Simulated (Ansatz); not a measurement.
Zr$_{2}$SiB$_{2}$:
```cif
data_B2SiZr2
_chemical_formula_sum 'Zr2 Si1 B2'
_space_group_name_H-M_alt 'P-6m2'
_space_group_IT_number 187
_space_group_name_Hall 'P -6 2'
_cell_length_a 3.18752
_cell_length_b 3.18752
_cell_length_c 7.80270
_cell_angle_alpha 90.000
_cell_angle_beta 90.000
_cell_angle_gamma 120.000
loop_
_atom_site_label
_atom_site_type_symbol
_atom_site_symmetry_multiplicity
_atom_site_Wyckoff_symbol
_atom_site_fract_x
_atom_site_fract_y
_atom_site_fract_z
_atom_site_occupancy
Zr1 Zr 2 h 0.33333 0.66667 0.27963 1
Si1 Si 1 a 0.00000 0.00000 0.00000 1
B1 B 1 b 0.00000 0.00000 0.50000 1
B2 B 1 f 0.66667 0.33333 0.50000 1
```

Relaxed with PBE.

### Question
Which orbitals make up the states near the Fermi level in PBE (plane waves, PAW; program Ansatz)?

### Answer
Within 0.5 eV of the Fermi level: Zr 4d 72 %, Si 3p 14 %, B 2p 8 %. Projections are on Löwdin-orthogonalised atomic valence shells; empty p or d shells of many metals are not among them.

### Question
Tabulate the density of states.

### Answer
States/eV per cell of 5 atoms, in 0.25 eV bins, energy from the Fermi level.

| E (eV) | total | Zr 4d | B 2p | Si 3p |
|---|---|---|---|---|
| -7.85 | 1.86 | 0.37 | 0.57 | 0.11 |
| -7.60 | 1.70 | 0.36 | 0.50 | 0.10 |
| -7.35 | 0.89 | 0.19 | 0.24 | 0.06 |
| -7.10 | 0.31 | 0.07 | 0.07 | 0.02 |
| -6.85 | 0.78 | 0.16 | 0.17 | 0.04 |
| -6.60 | 1.89 | 0.34 | 0.39 | 0.09 |
| -6.35 | 1.35 | 0.26 | 0.30 | 0.04 |
| -6.10 | 0.71 | 0.15 | 0.25 | 0.02 |
| -5.85 | 0.54 | 0.10 | 0.28 | 0.02 |
| -5.60 | 0.85 | 0.15 | 0.48 | 0.03 |
| -5.35 | 1.00 | 0.18 | 0.58 | 0.04 |
| -5.10 | 1.17 | 0.21 | 0.68 | 0.05 |
| -4.85 | 1.29 | 0.24 | 0.75 | 0.07 |
| -4.60 | 1.06 | 0.22 | 0.63 | 0.07 |
| -4.35 | 1.91 | 0.42 | 0.97 | 0.26 |
| -4.10 | 2.17 | 0.53 | 1.08 | 0.31 |
| -3.85 | 2.71 | 0.71 | 1.37 | 0.41 |
| -3.60 | 2.68 | 0.71 | 1.19 | 0.54 |
| -3.35 | 2.23 | 0.65 | 0.78 | 0.62 |
| -3.10 | 1.60 | 0.53 | 0.60 | 0.33 |
| -2.85 | 2.93 | 1.14 | 0.94 | 0.62 |
| -2.60 | 5.62 | 1.95 | 1.57 | 1.60 |
| -2.35 | 3.89 | 1.50 | 1.00 | 1.09 |
| -2.10 | 2.39 | 1.10 | 0.54 | 0.61 |
| -1.85 | 2.70 | 1.54 | 0.38 | 0.62 |
| -1.60 | 2.64 | 1.58 | 0.34 | 0.52 |
| -1.35 | 2.91 | 1.71 | 0.38 | 0.59 |
| -1.10 | 3.56 | 2.08 | 0.46 | 0.73 |
| -0.85 | 1.75 | 1.24 | 0.15 | 0.24 |
| -0.60 | 1.09 | 0.79 | 0.10 | 0.14 |
| -0.35 | 1.42 | 1.07 | 0.09 | 0.15 |
| -0.10 | 1.29 | 0.96 | 0.09 | 0.15 |
| 0.15 | 1.11 | 0.79 | 0.09 | 0.17 |
| 0.40 | 1.18 | 0.81 | 0.10 | 0.21 |
| 0.65 | 1.60 | 1.03 | 0.14 | 0.34 |
| 0.90 | 2.41 | 1.60 | 0.22 | 0.48 |
| 1.15 | 2.51 | 1.68 | 0.21 | 0.50 |
| 1.40 | 2.76 | 1.92 | 0.23 | 0.47 |
| 1.65 | 2.35 | 1.75 | 0.18 | 0.23 |
| 1.90 | 2.51 | 1.77 | 0.17 | 0.17 |
| 2.15 | 2.22 | 1.65 | 0.13 | 0.21 |
| 2.40 | 2.27 | 1.65 | 0.12 | 0.25 |
| 2.65 | 3.14 | 2.30 | 0.15 | 0.30 |
| 2.90 | 3.52 | 2.47 | 0.25 | 0.32 |
| 3.15 | 3.04 | 1.97 | 0.33 | 0.37 |
| 3.40 | 2.41 | 1.60 | 0.26 | 0.24 |
| 3.65 | 2.42 | 1.60 | 0.31 | 0.19 |
| 3.90 | 2.57 | 1.64 | 0.37 | 0.17 |
| 4.15 | 3.44 | 2.04 | 0.49 | 0.24 |
| 4.40 | 3.99 | 2.35 | 0.57 | 0.34 |
| 4.65 | 4.28 | 2.63 | 0.53 | 0.39 |

The start of the workflow was typed in or built on a structure type; neither database checked (COD, Materials Project) lists it. Whether it is the stable phase at ambient conditions was not checked. The cell was relaxed with PBE under the symmetry of its start; its stability against distortions is not shown here. The run is not spin-polarised. Scalar-relativistic: spin–orbit coupling is off unless named, which matters more the heavier the elements.

Potentials: the earlier of the program's two PAW sets.
